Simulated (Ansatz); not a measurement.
HfO2 (tetragonal-ZrO2 type, space group P4_2/nmc)

```
CELL_PARAMETERS angstrom
      3.56753     0.00000     0.00000
      0.00000     3.56753     0.00000
      0.00000     0.00000     5.16669
ATOMIC_POSITIONS crystal
  Hf 0.00000 0.00000 0.00000
  Hf 0.50000 0.50000 0.50000
  O  0.00000 0.50000 0.20010
  O  0.00000 0.50000 0.70010
  O  0.50000 0.00000 0.29990
  O  0.50000 0.00000 0.79990
```

This relaxed cell (volume V₀) is scaled evenly in all directions, its shape held. The atoms relax within the cell's symmetry.

The numbers are results of PBEsol (plane waves to 420 eV, PAW, scalar-relativistic; Ansatz, a first-principles code), not measurements. k mesh 9×9×7 (Γ-centred), Fermi-Dirac smearing 0.05 eV. E stands for the smeared free energy. Stress and pressure are positive under compression. With the shape held, the modulus is that of even scaling; a crystal free to change shape is softer. HfO2 is run without spin polarisation. HfO2 was relaxed with its symmetry unable to fall. Spin-orbit coupling is left out, though Hf is heavy. The PAW data are Ansatz's earlier set. This is a high-temperature form of HfO2. The zero of ΔE is the relaxed starting cell.

| V (Å³/atom) | ΔE (meV/atom) |
|---|---|
| 9.206 | 254.5 |
| 9.498 | 166.5 |
| 9.791 | 100.6 |
| 10.083 | 53.4 |
| 10.375 | 22.5 |
| 10.667 | 5.3 |
| 10.960 | 0.0 |
| 11.252 | 4.8 |
| 11.544 | 18.3 |
| 11.836 | 39.1 |
| 12.129 | 66.2 |
| 12.421 | 98.7 |
| 12.713 | withheld |

Fit a third-order Birch-Murnaghan form (E₀, V₀, B₀, B₀′ free) to the given rows and predict ΔE at V = 12.713.

Least squares on the 12 given rows: ΔE = E₀ + (9V₀B₀/16)·y²·[2 + (B₀′ − 4)y], y = (V₀/V)^(2/3) − 1, with V₀ = 10.961 Å³/atom, B₀ = 207.1 GPa (160.2 GPa = 1 eV/Å³; the term in eV is multiplied by 1000), B₀′ = 4.81, E₀ = 0.05 meV/atom; root-mean-square residual 0.11 meV/atom. At 12.713 the fit gives 135.9 meV/atom; the calculation gives 135.8 meV/atom, so the extrapolation is off by 0.1 (+0.1 %). For the pressure the fit gives -21.5 GPa against the computed -21.5 GPa.

(A scan under strain: stresses follow from slopes of the energy per volume, elastic moduli from its curvatures.)
